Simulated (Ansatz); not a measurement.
CsPbBr3:
```cif
data_Br3CsPb
_chemical_formula_sum 'Cs1 Pb1 Br3'
_space_group_name_H-M_alt 'P 1'
_space_group_IT_number 1
_cell_length_a 5.99876
_cell_length_b 5.99876
_cell_length_c 5.99876
_cell_angle_alpha 90.000
_cell_angle_beta 90.000
_cell_angle_gamma 90.000
loop_
_space_group_symop_operation_xyz
  'x, y, z'
loop_
_atom_site_label
_atom_site_type_symbol
_atom_site_fract_x
_atom_site_fract_y
_atom_site_fract_z
_atom_site_occupancy
Cs1 Cs 0.00000 0.00000 0.00000 1
Pb1 Pb 0.50000 0.50000 0.50000 1
Br1 Br 0.00000 0.50000 0.50000 1
Br2 Br 0.50000 0.50000 0.00000 1
Br3 Br 0.50000 0.00000 0.50000 1
```

Relaxed with PBE.

Q: Which orbitals make up the states near the band edges in the program Ansatz at the PBE level (PAW)?

A: Top 1 eV of the valence band: Br 4p 71 %, Pb 6s 20 %, Pb 6p 7 %. Bottom 1 eV of the conduction band: Pb 6p 78 %, Br 4p 9 %, Br 4s 8 %. Projections are on Löwdin-orthogonalised atomic valence shells; empty p or d shells of many metals are not among them.

Q: Tabulate the density of states.

A: States/eV per cell of 5 atoms, in 0.25 eV bins, energy from the valence-band maximum.

| E (eV) | total | Br 4p | Pb 6p | Cs 6s |
|---|---|---|---|---|
| -7.86 | 2.96 | 0.44 | 0.02 | 0.00 |
| -7.61 | 2.18 | 0.36 | 0.02 | 0.00 |
| -7.36 | 1.18 | 0.15 | 0.01 | 0.00 |
| -7.11 | 0.44 | 0.04 | 0.00 | 0.00 |
| -6.86 | 0.05 | 0.00 | 0.00 | 0.00 |
| -6.61 | 0.00 | 0.00 | 0.00 | 0.00 |
| -6.36 | 0.00 | 0.00 | 0.00 | 0.00 |
| -6.11 | 0.00 | 0.00 | 0.00 | 0.00 |
| -5.86 | 0.00 | 0.00 | 0.00 | 0.00 |
| -5.61 | 0.00 | 0.00 | 0.00 | 0.00 |
| -5.36 | 0.00 | 0.00 | 0.00 | 0.00 |
| -5.11 | 0.00 | 0.00 | 0.00 | 0.00 |
| -4.86 | 0.00 | 0.00 | 0.00 | 0.00 |
| -4.61 | 0.00 | 0.00 | 0.00 | 0.00 |
| -4.36 | 0.00 | 0.00 | 0.00 | 0.00 |
| -4.11 | 0.00 | 0.00 | 0.00 | 0.00 |
| -3.86 | 0.25 | 0.18 | 0.07 | 0.00 |
| -3.61 | 4.58 | 3.28 | 1.25 | 0.00 |
| -3.36 | 3.85 | 2.79 | 0.96 | 0.00 |
| -3.11 | 2.33 | 1.74 | 0.50 | 0.01 |
| -2.86 | 2.55 | 1.98 | 0.45 | 0.02 |
| -2.61 | 5.56 | 4.57 | 0.54 | 0.24 |
| -2.36 | 5.78 | 5.23 | 0.18 | 0.24 |
| -2.11 | 8.86 | 8.55 | 0.15 | 0.01 |
| -1.86 | 13.56 | 13.26 | 0.09 | 0.02 |
| -1.61 | 14.67 | 14.28 | 0.12 | 0.04 |
| -1.36 | 6.03 | 5.67 | 0.08 | 0.02 |
| -1.11 | 2.00 | 1.56 | 0.10 | 0.01 |
| -0.86 | 1.35 | 0.99 | 0.08 | 0.00 |
| -0.61 | 0.48 | 0.32 | 0.04 | 0.00 |
| -0.36 | 0.14 | 0.09 | 0.01 | 0.00 |
| -0.11 | 0.00 | 0.00 | 0.00 | 0.00 |
| 0.14 | 0.00 | 0.00 | 0.00 | 0.00 |
| 0.39 | 0.00 | 0.00 | 0.00 | 0.00 |
| 0.64 | 0.00 | 0.00 | 0.00 | 0.00 |
| 0.89 | 0.00 | 0.00 | 0.00 | 0.00 |
| 1.14 | 0.00 | 0.00 | 0.00 | 0.00 |
| 1.39 | 0.00 | 0.00 | 0.00 | 0.00 |
| 1.64 | 0.00 | 0.00 | 0.00 | 0.00 |
| 1.89 | 0.07 | 0.00 | 0.05 | 0.00 |
| 2.14 | 1.01 | 0.07 | 0.81 | 0.00 |
| 2.39 | 2.22 | 0.20 | 1.73 | 0.00 |
| 2.64 | 2.17 | 0.24 | 1.66 | 0.00 |
| 2.89 | 1.65 | 0.22 | 1.22 | 0.01 |
| 3.14 | 1.58 | 0.26 | 1.12 | 0.02 |
| 3.39 | 1.92 | 0.34 | 1.26 | 0.10 |
| 3.64 | 2.89 | 0.47 | 1.43 | 0.60 |
| 3.89 | 1.24 | 0.22 | 0.69 | 0.16 |
| 4.14 | 1.50 | 0.23 | 0.67 | 0.37 |
| 4.39 | 2.14 | 0.32 | 0.87 | 0.50 |
| 4.64 | 3.81 | 0.54 | 1.41 | 0.57 |
| 4.89 | 5.09 | 0.63 | 1.41 | 1.57 |
| 5.14 | 7.29 | 0.76 | 1.63 | 1.44 |
| 5.39 | 6.46 | 0.24 | 0.49 | 0.24 |
| 5.64 | 8.41 | 0.10 | 0.12 | 0.24 |
| 5.89 | 6.28 | 0.17 | 0.37 | 0.08 |
| 6.14 | 9.03 | 0.13 | 0.17 | 0.25 |
| 6.39 | 6.08 | 0.06 | 0.04 | 0.12 |

Space group Pm-3m (cubic perovskite). This is a known high-temperature phase of the composition, computed here at zero pressure and temperature. The cell was relaxed with PBE under the symmetry of its start; whether a distortion lowers the energy is not shown. Scalar-relativistic: spin–orbit coupling is off unless named, which matters more the heavier the elements.

Potentials: the later of the program's two PAW sets.
